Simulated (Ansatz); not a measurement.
An Ansatz (a program for electronic structure) run. Input:

Ansatz 0.2 input:
```yaml
crystal:
  lattice:
    - [4.1281761068, 0.0, 0.0]
    - [-2.0640880534, 3.5751053798, 0.0]
    - [0.0, 0.0, 5.9000213652]
  atoms:
    - { symbol: La, position: [0.3333333333, 0.6666666667, 0.9974661552] }
    - { symbol: La, position: [0.6666666667, 0.3333333333, 0.4974661552] }
    - { symbol: N, position: [0.3333333333, 0.6666666667, 0.4125338448] }
    - { symbol: N, position: [0.6666666667, 0.3333333333, 0.9125338448] }
kpoints:
  mp_grid: { grid: [6, 6, 4] }
hamiltonian:
  xc: hse06
  pseudopotentials: { kind: paw }
magnetization: { noncollinear: true, spin_orbit: true }
scf:
  n_extra_bands: 12
  occupations: { method: gaussian, width: 0.02 }
output:
  eigenvalues: true
  eigenstates:
    e_range: [-9.0, 11.2]
    kpoints:
      - [0.333333, 0.333333, 0.0]  # VBM
      - [0.0, 0.0, 0.0]  # CBM
```

Output (shortened):

```
Pseudopotential: La, paw_fr, valence charge 11
Pseudopotential: N, paw_fr, valence charge 5
Functional definition: HSE06
non-collinear run that drives no moment, with spin-orbit …
Crystal: 4 atoms, lattice volume = 87.076 Å³
Basis set: ecut = 420 eV, 1663 PW (Γ)
Bands: 44, of which v1, the nominal top of the filled ones, is band 32 counted from 1 (31 counted from 0)
Symmetry: 12 space group operations + 12 with time reversal
k-points: 21 of 144 (time reversal used)
Projection manifold: j_resolved (fully-relativistic pseudo-atomic orbitals)
SCF iter   1: F=—  HF=-13284.677007 eV  |F-HF|=—  |Δ(HF+E_count)|=         —  Δρ=5.26e-2  dr2=4.63e0  dr2_m=0.00e0 (ungated)  ethr=1.00e-1  |M|=0.00e0 ∫|m|=0.00e0 μB  |m|>n=0.0e0 m-floor=0.0e0 τ_xc=0.0e0  β_m=0.30  ⟨swp⟩=3.0  Hψ=4290  notcnv=0
preconditioner: auto → none
SCF iter   2: F=—  HF=-13284.150048 eV  |F-HF|=—  |Δ(HF+E_count)|=   5.27e-1  Δρ=4.00e-2  dr2=1.13e0  dr2_m=0.00e0 (ungated)  ethr=1.45e-2  |M|=0.00e0 ∫|m|=0.00e0 μB  |m|>n=0.0e0 m-floor=0.0e0 τ_xc=0.0e0  β_m=0.29  ⟨swp⟩=4.0  Hψ=2512  notcnv=0
SCF iter   3: F=—  HF=-13283.980408 eV  |F-HF|=—  |Δ(HF+E_count)|=   1.70e-1  Δρ=2.04e-2  dr2=3.43e-1  dr2_m=0.00e0 (ungated)  ethr=3.53e-3  |M|=0.00e0 ∫|m|=0.00e0 μB  |m|>n=0.0e0 m-floor=0.0e0 τ_xc=0.0e0  β_m=0.50  ⟨swp⟩=5.6  Hψ=2472  notcnv=0
SCF iter   4: F=—  HF=-13284.014381 eV  |F-HF|=—  |Δ(HF+E_count)|=   3.40e-2  Δρ=1.11e-2  dr2=1.67e-1  dr2_m=0.00e0 (ungated)  ethr=1.07e-3  |M|=0.00e0 ∫|m|=0.00e0 μB  |m|>n=0.0e0 m-floor=0.0e0 τ_xc=0.0e0  β_m=0.68  ⟨swp⟩=8.6  Hψ=3381  notcnv=0  defer=27
SCF iter   5: F=—  HF=-13283.990675 eV  |F-HF|=—  |Δ(HF+E_count)|=   2.37e-2  Δρ=5.28e-3  dr2=3.16e-2  dr2_m=0.00e0 (ungated)  ethr=5.23e-4  |M|=0.00e0 ∫|m|=0.00e0 μB  |m|>n=0.0e0 m-floor=0.0e0 τ_xc=0.0e0  β_m=0.58  ⟨swp⟩=6.6  Hψ=3333  notcnv=0  defer=5
SCF iter   6: F=—  HF=-13283.985515 eV  |F-HF|=—  |Δ(HF+E_count)|=   5.16e-3  Δρ=3.50e-3  dr2=1.40e-2  dr2_m=0.00e0 (ungated)  ethr=9.87e-5  |M|=0.00e0 ∫|m|=0.00e0 μB  |m|>n=0.0e0 m-floor=0.0e0 τ_xc=0.0e0  β_m=0.79  ⟨swp⟩=3.7  Hψ=1925  notcnv=0  defer=13
iter 7 solved again at ethr=2.98e-6 eV; its pass at ethr=4.37e-5 eV (dr2=9.52e-4 eV) is discarded
SCF iter   7: F=—  HF=-13283.984736 eV  |F-HF|=—  |Δ(HF+E_count)|=   7.79e-4  Δρ=9.37e-4  dr2=9.98e-4  dr2_m=0.00e0 (ungated)  ethr=2.98e-6  |M|=0.00e0 ∫|m|=0.00e0 μB  |m|>n=0.0e0 m-floor=0.0e0 τ_xc=0.0e0  β_m=0.74  ⟨swp⟩=5.9  Hψ=5473  notcnv=0  defer=88
SCF iter   8: F=—  HF=-13283.984551 eV  |F-HF|=—  |Δ(HF+E_count)|=   1.85e-4  Δρ=5.07e-4  dr2=3.04e-4  dr2_m=0.00e0 (ungated)  ethr=2.98e-6  |M|=0.00e0 ∫|m|=0.00e0 μB  |m|>n=0.0e0 m-floor=0.0e0 τ_xc=0.0e0  β_m=0.80  ⟨swp⟩=5.1  Hψ=1996  notcnv=0  defer=61
SCF iter   9: F=-13283.984532 eV  HF=-13283.984537 eV  |F-HF|=5.24e-6  |Δ(HF+E_count)|=   1.34e-5  Δρ=6.99e-5  dr2=6.04e-6  dr2_m=0.00e0 (ungated)  ethr=9.49e-7  |M|=0.00e0 ∫|m|=0.00e0 μB  |m|>n=0.0e0 m-floor=0.0e0 τ_xc=0.0e0  ⟨swp⟩=5.1  Hψ=2545  notcnv=0  defer=37
SCF 1 stopped early in 9 iterations: F = -13283.984532 eV  dr2 = 6.04e-6
Crystal: 4 atoms, lattice volume = 87.076 Å³
Projection manifold: j_resolved (fully-relativistic pseudo-atomic orbitals)
Exchange kernel: α = 0.2500, screened, ω = 0.2079 Å⁻¹, Wigner–Seitz truncation, v(0) = 1046.7710 eV·Å³, q-mesh 6×6×4, nearest image of the exchange supercell L …
Frozen-core exchange: fock
SCF iter   1: F=—  HF=-13279.156092 eV  |F-HF|=—  |Δ(HF+E_count)|=         —  Δρ=8.51e-3  dr2=1.23e-1  dr2_m=0.00e0 (ungated)  ethr=1.89e-7  |M|=0.00e0 ∫|m|=0.00e0 μB  |m|>n=0.0e0 m-floor=0.0e0 τ_xc=0.0e0  β_m=0.30  ⟨swp⟩=19.8  Hψ=9003  notcnv=40
preconditioner: auto → none
SCF iter   2: F=—  HF=-13279.115296 eV  |F-HF|=—  |Δ(HF+E_count)|=   4.08e-2  Δρ=3.82e-3  dr2=7.24e-3  dr2_m=0.00e0 (ungated)  ethr=1.89e-7  |M|=0.00e0 ∫|m|=0.00e0 μB  |m|>n=0.0e0 m-floor=0.0e0 τ_xc=0.0e0  β_m=0.65  ⟨swp⟩=9.6  Hψ=5921  notcnv=0  defer=88
SCF iter   3: F=—  HF=-13279.142357 eV  |F-HF|=—  |Δ(HF+E_count)|=   2.71e-2  Δρ=3.48e-3  dr2=1.53e-2  dr2_m=0.00e0 (ungated)  ethr=1.89e-7  |M|=0.00e0 ∫|m|=0.00e0 μB  |m|>n=0.0e0 m-floor=0.0e0 τ_xc=0.0e0  β_m=0.65  ⟨swp⟩=8.2  Hψ=5307  notcnv=0  defer=142
SCF iter   4: F=—  HF=-13279.139412 eV  |F-HF|=—  |Δ(HF+E_count)|=   2.95e-3  Δρ=1.76e-3  dr2=3.52e-3  dr2_m=0.00e0 (ungated)  ethr=1.89e-7  |M|=0.00e0 ∫|m|=0.00e0 μB  |m|>n=0.0e0 m-floor=0.0e0 τ_xc=0.0e0  β_m=0.79  ⟨swp⟩=7.3  Hψ=4136  notcnv=0  defer=43
SCF iter   5: F=—  HF=-13279.138576 eV  |F-HF|=—  |Δ(HF+E_count)|=   8.36e-4  Δρ=2.37e-4  dr2=1.17e-4  dr2_m=0.00e0 (ungated)  ethr=1.89e-7  |M|=0.00e0 ∫|m|=0.00e0 μB  |m|>n=0.0e0 m-floor=0.0e0 τ_xc=0.0e0  β_m=0.84  ⟨swp⟩=5.4  Hψ=3761  notcnv=0  defer=2
SCF iter   6: F=—  HF=-13279.139130 eV  |F-HF|=—  |Δ(HF+E_count)|=   5.54e-4  Δρ=3.50e-4  dr2=1.39e-4  dr2_m=0.00e0 (ungated)  ethr=1.89e-7  |M|=0.00e0 ∫|m|=0.00e0 μB  |m|>n=0.0e0 m-floor=0.0e0 τ_xc=0.0e0  β_m=0.84  ⟨swp⟩=6.1  Hψ=3790  notcnv=0  defer=110
SCF iter   7: F=-13279.139094 eV  HF=-13279.139096 eV  |F-HF|=1.72e-6  |Δ(HF+E_count)|=   3.38e-5  Δρ=4.33e-5  dr2=3.18e-6  dr2_m=0.00e0 (ungated)  ethr=1.89e-7  |M|=0.00e0 ∫|m|=0.00e0 μB  |m|>n=0.0e0 m-floor=0.0e0 τ_xc=0.0e0  ⟨swp⟩=5.9  Hψ=2627  notcnv=0  defer=24
SCF 2 stopped early in 7 iterations: F = -13279.139094 eV  dr2 = 3.18e-6
hybrid outer 1: dexx = +2.764e-2 eV, tail = 5.92e-5 eV
Crystal: 4 atoms, lattice volume = 87.076 Å³
Projection manifold: j_resolved (fully-relativistic pseudo-atomic orbitals)
Exchange kernel: α = 0.2500, screened, ω = 0.2079 Å⁻¹, Wigner–Seitz truncation, v(0) = 1046.7710 eV·Å³, q-mesh 6×6×4, nearest image of the exchange supercell L …
Frozen-core exchange: fock
SCF iter   1: F=—  HF=-13279.138181 eV  |F-HF|=—  |Δ(HF+E_count)|=         —  Δρ=1.15e-4  dr2=1.54e-5  dr2_m=0.00e0 (ungated)  ethr=9.24e-7  |M|=0.00e0 ∫|m|=0.00e0 μB  |m|>n=0.0e0 m-floor=0.0e0 τ_xc=0.0e0  β_m=0.30  ⟨swp⟩=11.1  Hψ=3403  notcnv=0
preconditioner: auto → none
iter 2 solved again at ethr=4.63e-9 eV; its pass at ethr=4.71e-8 eV (dr2=1.48e-6 eV) is discarded
SCF iter   2: F=—  HF=-13279.138177 eV  |F-HF|=—  |Δ(HF+E_count)|=   3.87e-6  Δρ=3.24e-5  dr2=1.35e-6  dr2_m=0.00e0 (ungated)  ethr=4.63e-9  |M|=0.00e0 ∫|m|=0.00e0 μB  |m|>n=0.0e0 m-floor=0.0e0 τ_xc=0.0e0  β_m=0.65  ⟨swp⟩=3.9  Hψ=3842  notcnv=0
SCF iter   3: F=—  HF=-13279.138177 eV  |F-HF|=—  |Δ(HF+E_count)|=   5.74e-7  Δρ=4.73e-5  dr2=2.93e-6  dr2_m=0.00e0 (ungated)  ethr=3.34e-9  |M|=0.00e0 ∫|m|=0.00e0 μB  |m|>n=0.0e0 m-floor=0.0e0 τ_xc=0.0e0  β_m=0.65  ⟨swp⟩=5.0  Hψ=2903  notcnv=0  recentre
SCF iter   4: F=—  HF=-13279.138177 eV  |F-HF|=—  |Δ(HF+E_count)|=   6.99e-7  Δρ=6.56e-6  dr2=1.43e-7  dr2_m=0.00e0 (ungated)  ethr=3.34e-9  |M|=0.00e0 ∫|m|=0.00e0 μB  |m|>n=0.0e0 m-floor=0.0e0 τ_xc=0.0e0  β_m=0.74  ⟨swp⟩=4.1  Hψ=2213  notcnv=0
SCF iter   5: F=—  HF=-13279.138178 eV  |F-HF|=—  |Δ(HF+E_count)|=   1.39e-6  Δρ=1.06e-5  dr2=1.40e-7  dr2_m=0.00e0 (ungated)  ethr=9.49e-11  |M|=0.00e0 ∫|m|=0.00e0 μB  |m|>n=0.0e0 m-floor=0.0e0 τ_xc=0.0e0  β_m=0.74  ⟨swp⟩=6.7  Hψ=4342  notcnv=0  defer=128
SCF iter   6: F=-13279.138178 eV  HF=-13279.138178 eV  |F-HF|=2.37e-8  |Δ(HF+E_count)|=   3.52e-8  Δρ=4.63e-6  dr2=3.02e-8  dr2_m=0.00e0 (ungated)  ethr=9.49e-11  |M|=0.00e0 ∫|m|=0.00e0 μB  |m|>n=0.0e0 m-floor=0.0e0 τ_xc=0.0e0  ⟨swp⟩=5.5  Hψ=2800  notcnv=0  defer=68
SCF 3 converged in 6 iterations: F = -13279.138178 eV  dr2 = 3.02e-8
hybrid outer 2: dexx = +1.550e-6 eV, tail = 8.32e-8 eV, Δε = 5.05e-3 eV (about 2.33e-4 eV left of the loop's levels)
NSCF: frozen V_eff on 2 k-points
hybrid SCF converged: 2 outer / 13 inner (+9 warm-up), last move |dexx| = 1.55e-6 eV, tail = 8.32e-8 eV
Stability not checked (fock_operator)
Magnetization: |M| = 0.0000 μB,  M = (+0.0000, +0.0000, +0.0000) μB
Absolute magnetization: 0.0000 μB (∫|m|)
  site 0: m = (+0.0000, +0.0000, +0.0000) μB, |m| = 0.0000 μB  (R = 1.00 Å)
  site 1: m = (+0.0000, +0.0000, +0.0000) μB, |m| = 0.0000 μB  (R = 1.00 Å)
  site 2: m = (+0.0000, +0.0000, +0.0000) μB, |m| = 0.0000 μB  (R = 1.00 Å)
  site 3: m = (+0.0000, +0.0000, +0.0000) μB, |m| = 0.0000 μB  (R = 1.00 Å)
Free energy (F): -13279.138178 eV
Frozen-core exchange: fock
Harris-Foulkes:  -13279.138178 eV  (|F-HF|=2.37e-8)
Internal energy: -13279.138178 eV  (E = F + TS)
E sigma→0 (E₀):  -13279.138178 eV
Fermi energy:    10.146843 eV
--- Per-component energies (eV) ---
  E_band       = -106.445282
  E_kinetic    = 645.331552
  E_local      = -1147.506379  (includes V_loc(G=0)·N_el)
  E_nonlocal   = 277.410143
  E_hartree    = 389.019330
  E_xc         = -324.186511
  E_vxc        = -361.130270  (∫ρ·V_xc dr)
  E_exx        = -70.460070  (= α·E_x^exact, valence–valence)
  E_paw        = -11096.795814  (= ΣΔE_a)
  E_vpaw       = -157.670355  (= ΣTr[D̂ρ^β])
  E_aug_tail   = 0.000179  (compensation charges beyond the density's cutoff)
  E_ewald      = -1951.577413
  E_core_change = -0.373194  (= ΣΔE_core)
  E_smearing   =  0.000000  (= −TS)
  E_closure    =  0.000000  (closes the sum)
  Σ components = -13279.138178   (vs F -13279.138178, Δ=-1.82e-12)
  [band-id]    e_kinetic+e_local+e_nonlocal+2·e_hartree+e_vxc+2·e_exx+e_vpaw+e_augmentation_tail = -106.446610   (vs E_band -106.445282, Δ=-1.33e-3)
--- Band table (eV; the first three rows and the last of 21) ---
  k-point 0: bands = ["-24.2633", "-24.2633", "-24.0242", "-24.0242", "-9.0840", "-9.0840", "-8.2434", "-8.2434", "-7.0528", "-7.0528", "-6.0863", "-6.0863", "-5.7380", "-5.7380", "-5.6394", "-5.6394", "-4.1863", "-4.1863", "-3.5726", "-3.5726", "6.4826", …
  k-point 1: bands = ["-24.2292", "-24.2292", "-24.0602", "-24.0602", "-8.9628", "-8.9628", "-8.3639", "-8.3639", "-6.9511", "-6.9511", "-6.0740", "-6.0740", "-6.0366", "-6.0366", "-5.7903", "-5.7903", "-3.7775", "-3.7775", "-3.4811", "-3.4811", "6.5422", …
  k-point 2: bands = ["-24.1456", "-24.1456", "-24.1456", "-24.1456", "-8.6635", "-8.6635", "-8.6635", "-8.6635", "-6.6282", "-6.6282", "-6.6282", "-6.6282", "-5.9146", "-5.9146", "-5.9146", "-5.9146", "-3.4271", "-3.4271", "-3.4271", "-3.4271", "6.7319", …
  k-point 20: bands = ["-24.0627", "-24.0627", "-24.0627", "-24.0627", "-9.4713", "-9.4713", "-8.9748", "-8.9748", "-7.8845", "-7.8845", "-6.6093", "-6.6093", "-6.4645", "-6.4645", "-5.9695", "-5.9695", "-2.3629", "-2.3629", "-1.9055", "-1.9055", "6.6761", …
```

Cost: about 11 core-minutes (a rough figure) on shared cores.

The points marked VBM and CBM come from a semilocal run.

Space group P6_3mc (wurtzite). The workflow started from a Materials Project entry (that database holds measured and hypothetical structures alike); the Crystallography Open Database copy checked does not list it. COD files the formula under space group No. 225. Whether it is the stable phase at ambient conditions was not checked. The cell was relaxed with HSE06 under the symmetry of its start; whether a distortion lowers the energy is not shown.

Potentials: the later of the program's two PAW sets.

Ansatz is a plane-wave DFT program.
